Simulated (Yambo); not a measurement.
Yambo run on NaYS2 (space group R-3m, No. 166). The wavefunctions are LDA (Quantum ESPRESSO, PseudoDojo norm-conserving, 88 Ry, scalar-relativistic) ones on a 4×4×4 mesh (16 occupied bands); a = b = c = 6.838 Å, α = β = γ = 33.12°.

Yambo input:

```
rim_cut
gw0
dyson
el_el_corr
HF_and_locXC
ppa
em1d
RandQpts= 1000000
RandGvec= 1 Ry
EXXRLvcs= 88 Ry
VXCRLvcs= 352 Ry
Chimod= "HARTREE"
% BndsRnXp
 3 | 72 |
%
NGsBlkXp= 3 Ry
% LongDrXp
 1.0 | 1.0 | 1.0 |
%
PPAPntXp= 27.2114 eV
% GbndRnge
 1 | 72 |
%
GTermKind= "BG"
DysSolver= "n"
ExtendOut
% QPkrange
 1 | 1 | 16 | 16 |
 7 | 7 | 16 | 17 |
%
```

k points by index: 1 = Γ, 7 = F.

Table of the .qp output:

```
#    K-point    Band    Eo [eV]    E [eV]    E-Eo [eV]    Vxc [eV]    Vnlxc [eV]    Sc|Eo [eV]    Sc|E [eV]    dSc/dw|Eo [eV]    Re(Z)    Im(Z)
#
    1    16    0.000000    -0.583076    -0.583076    -13.20556    -16.16655    2.228308    2.377913    -6.980517    0.795840    -0.001472
    7    16    -0.865087    -1.535931    -0.670844    -12.78996    -16.10850    2.471836    2.647701    -7.132114    0.792327    -0.001635
    7    17    2.005796    2.916775    0.910979    -10.84769    -6.225021    -3.513126    -3.711688    -5.930391    0.821058    -0.001289
```
(The two width columns are left out.) Convergence of these settings isn't established.

Geometry relaxed with LDA.
